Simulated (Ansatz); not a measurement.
These are results of DFT PBE, scalar-relativistic, plane waves, PAW (Ansatz), not measurements. Settings: cutoff 420 eV, Γ-centred meshes spaced at most about 0.3 Å⁻¹, and about 0.25 Å⁻¹ or finer for metals (2π included), Gaussian smearing. Collinear spin in cells that started with moments and kept them past the coarse steps, no spin elsewhere.

Temperature and zero-point effects are left out.

Two forms of Zr2Br3Cl were relaxed alike.

A. (site moments Zr 0.9 (×2) μB)

```
CELL_PARAMETERS angstrom
6.47370 0.00000 0.00000
-3.23685 5.60639 0.00000
0.00000 0.00000 4.28674
ATOMIC_POSITIONS crystal
Zr 0.33333 0.66667 0.00000
Zr 0.66667 0.33333 0.00000
Br 0.50000 0.00000 0.50000
Br 0.50000 0.50000 0.50000
Br 0.00000 0.50000 0.50000
Cl 0.00000 0.00000 0.00000
```

B. (site moments Zr 1.1, 0.5 μB)

```
CELL_PARAMETERS angstrom
4.56601 0.00000 0.00000
-2.28300 3.95428 0.00000
0.00000 0.00000 9.51696
ATOMIC_POSITIONS crystal
Zr 0.33333 0.66667 0.00000
Zr 0.66667 0.33333 0.50000
Br 0.66667 0.33333 0.78343
Br 0.66667 0.33333 0.21657
Br 0.33333 0.66667 0.50000
Cl 0.00000 0.00000 0.00000
```

Question: Which would you expect to be lower, and how large is the difference?

Answer: B is lower, by 166 meV/atom. A has space group P6/mmm (No. 191), 25.9 Å³/atom and no gap on its mesh; B has space group P-6m2 (No. 187), 28.6 Å³/atom and no gap. Counting Br or Cl atoms around Zr (for each partner element, those within 1.25 times its shortest distance or 1.15 times the sum of covalent radii, where it is the nearest in units of that sum or under 1.3; a plus sign parts groups by distance over the sum of covalent radii; a slash parts the counts of unlike sites), A has Zr 6 and B has Zr 5/3+6. The lower one is the more open, so pressure narrows the difference. In A, Zr is surrounded by 6 Br at 2.84 Å, 3 Cl at 3.74 Å and 3 Zr at 3.74 Å; Br is surrounded by 4 Zr at 2.84 Å, 4 Br at 3.24 Å and 4 Cl at 3.88 Å; around Cl lie 6 Zr at 3.74 Å, 12 Br at 3.88 Å and 2 Cl at 4.29 Å. In B, Zr on its first site is surrounded by 3 Cl at 2.64 Å and 6 Br at 3.35 Å; Br on a site of symmetry 3m has 1 Zr at 2.70 Å, 3 Cl at 3.35 Å and 3 Zr at 3.35 Å; Cl has 3 Zr at 2.64 Å and 6 Br at 3.35 Å; 2 more sites not described. Both come from invented guesses.

Another magnetic order may lie lower. Cells relaxed within their symmetry can be saddle points.
